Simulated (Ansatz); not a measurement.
All-electron LAPW in Ansatz 0.2.0 under PBE, scalar-relativistic, energies extrapolated to zero smearing. Slabs are 1×1 cells cut from bulk crystals relaxed on PAW files, with atoms then relaxed, 16 to 20 Å of vacuum, a dipole correction, k spacings of 0.16 to 0.26 Å⁻¹ and smearing of 0.02 to 0.1 eV, without spin–orbit coupling or spin polarisation. The bulk type named needn't be the stable one, and no reconstruction is allowed.

(1) Order these slabs by surface energy, lowest first.
A. rocksalt TaN (100), 1 layer
B. rocksalt TaN (100), 2 layers
C. rocksalt TaN (100), 4 layers
D. rocksalt TaN (100), 3 layers

## Answers

(1) C (0.89 J/m²), B (0.95 J/m²), D (1.32 J/m²), A (1.67 J/m²).
